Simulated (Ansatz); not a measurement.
BaCoS2:
```cif
data_Ba2Co2S4
_chemical_formula_sum 'Ba2 Co2 S4'
_space_group_name_H-M_alt 'P 1'
_space_group_IT_number 1
_cell_length_a 4.29250
_cell_length_b 4.29250
_cell_length_c 8.73429
_cell_angle_alpha 90.000
_cell_angle_beta 90.000
_cell_angle_gamma 90.000
loop_
_space_group_symop_operation_xyz
  'x, y, z'
loop_
_atom_site_label
_atom_site_type_symbol
_atom_site_fract_x
_atom_site_fract_y
_atom_site_fract_z
_atom_site_occupancy
Ba1 Ba 0.50000 0.00000 0.70197 1
Ba2 Ba 0.00000 0.50000 0.29803 1
Co1 Co 0.50000 0.00000 0.08816 1
Co2 Co 0.00000 0.50000 0.91184 1
S1 S 0.50000 0.00000 0.34274 1
S2 S 0.00000 0.50000 0.65726 1
S3 S 0.00000 0.00000 0.00000 1
S4 S 0.50000 0.50000 0.00000 1
```
The run is spin-polarised; directions of the spins, atom by atom: 0 0 0 0 0 0 0 0.

Relaxed with PBEsol.

**Question.** Tabulate the valence density and the electron localisation function along the shortest Ba–S contact (3.06 Å), the program Ansatz at the PBEsol level (PAW).

**Answer.** 

```csv
distance from Ba (Å),density (e/Å³),ELF
0.31,0.64,0.03
0.46,1.09,0.35
0.61,1.39,0.73
0.77,1.32,0.85
0.92,0.99,0.86
1.07,0.62,0.76
1.22,0.36,0.47
1.38,0.23,0.20
1.53,0.19,0.15
1.68,0.22,0.29
1.84,0.30,0.59
1.99,0.45,0.79
2.14,0.67,0.85
2.30,0.95,0.86
2.45,1.14,0.79
2.60,1.07,0.57
2.75,0.68,0.19
```

The density is the valence pseudo-density with augmentation charge, so density and ELF within about 1 Å of a nucleus are not all-electron values.

Space group P4/nmm. The workflow started from an entry of the Crystallography Open Database (COD), which files this formula under 2 space groups. Whether it is the stable phase at ambient conditions was not checked. Symmetry was held in the PBEsol relaxation; its stability against distortions is not shown here. Magnetic state: ferromagnetic, the only order run, not a proven ground state. No Hubbard U is applied. Spin–orbit coupling is left out wherever it is not named.

Potentials: the later of the program's two PAW sets.
